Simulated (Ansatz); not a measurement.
CaAl2O4, first-principles data

CaAl$_{2}$O$_{4}$:
```
CELL_PARAMETERS angstrom
      8.74420     0.00000     0.00000
     -4.37210     7.57270     0.00000
      0.00000     0.00000     8.09628
ATOMIC_POSITIONS crystal
  Ca 0.00000 0.00000 0.73217
  Ca 0.00000 0.00000 0.23217
  Ca 0.66667 0.33333 0.23522
  Ca 0.33333 0.66667 0.73522
  Ca 0.66667 0.33333 0.80299
  Ca 0.33333 0.66667 0.30299
  Al 0.34192 0.31414 0.54391
  Al 0.02778 0.34192 0.04391
  Al 0.68586 0.02778 0.54391
  Al 0.65808 0.68586 0.04391
  Al 0.97222 0.65808 0.54391
  Al 0.31414 0.97222 0.04391
  Al 0.97933 0.66075 0.93715
  Al 0.31858 0.97933 0.43715
  Al 0.33925 0.31858 0.93715
  Al 0.02067 0.33925 0.43715
  Al 0.68142 0.02067 0.93715
  Al 0.66075 0.68142 0.43715
  O  0.58275 0.79188 0.90906
  O  0.79087 0.58275 0.40906
  O  0.20812 0.79087 0.90906
  O  0.41725 0.20812 0.40906
  O  0.20913 0.41725 0.90906
  O  0.79188 0.20913 0.40906
  O  0.44700 0.54545 0.51912
  O  0.90155 0.44700 0.01912
  O  0.45455 0.90155 0.51912
  O  0.55300 0.45455 0.01912
  O  0.09845 0.55300 0.51912
  O  0.54545 0.09845 0.01912
  O  0.26216 0.87853 0.24133
  O  0.38363 0.26216 0.74133
  O  0.12147 0.38363 0.24133
  O  0.73784 0.12147 0.74133
  O  0.61637 0.73784 0.24133
  O  0.87853 0.61637 0.74133
  O  0.88659 0.11101 0.03539
  O  0.77558 0.88659 0.53539
  O  0.88899 0.77558 0.03539
  O  0.11341 0.88899 0.53539
  O  0.22442 0.11341 0.03539
  O  0.11101 0.22442 0.53539
```

Space group P6_3 (No. 173); conventional cell a = 8.744 Å, b = 8.744 Å, c = 8.096 Å, α = 90.00°, β = 90.00°, γ = 120.00°.

Method: the program Ansatz at the r²SCAN level (PAW). Structure relaxed to zero pressure with the same functional. Other levels are named where they apply.

**Cell and energy**

```json
{
  "volume_per_atom": "12.76 Å³",
  "density": "2.94 g/cm³",
  "Formation energy from the elements (no fitted shifts)": "-3.28 eV/atom"
}
```

**Electronic structure**

```json
{
 "band_gap": "4.97 eV (direct)",
 "valence_band_maximum": "at Γ",
 "conduction_band_minimum": "at Γ",
 "electron_effective_mass": "0.44 mₑ (isotropic)",
 "hole_effective_mass": "1.4, 4.8, 4.8 mₑ (principal values)",
 "HSE06 gap on the r²SCAN cell": "5.99 eV"
}
```

**Mechanics**

```json
{
  "Bulk modulus (Birch–Murnaghan fit)": "812 kbar",
  "Pressure derivative B′": "4.6",
  "Elastic constants (relaxed ions, GPa)": "C11 = 176, C12 = 83.6, C13 = 40.0, C33 = 116, C44 = 43.0",
  "mechanical_stability": "stable (all eigenvalues of C positive)",
  "hill_bulk_and_shear_moduli": "84.7 and 46.2 GPa",
  "Young's modulus": "117 GPa",
  "Poisson's ratio": "0.27",
  "debye_temperature_from_the_elastic_constants": "562 K",
  "Piezoelectric stress constants (proper, relaxed ions, C/m²)": "e15 = e24 = -0.49, e31 = e32 = -0.22, e33 = -0.52"
}
```

**Charges**

```json
{
 "bader_charges": "Ca +1.61 to +1.65, Al +2.56, O -1.69 e"
}
```

The workflow started from a Materials Project entry (that database holds measured and hypothetical structures alike); the Crystallography Open Database copy checked does not list it. COD files the formula under space group No. 14. Its standing as an ambient phase is unchecked. The r²SCAN relaxation kept the symmetry of its start; its stability against distortions is not shown here. Signs of piezoelectric constants follow the polarity of the cell as given. The references are the lowest solids computed at this level, not always the standard phases (solids in place of the gases).

Potentials: the earlier of the program's two PAW sets.
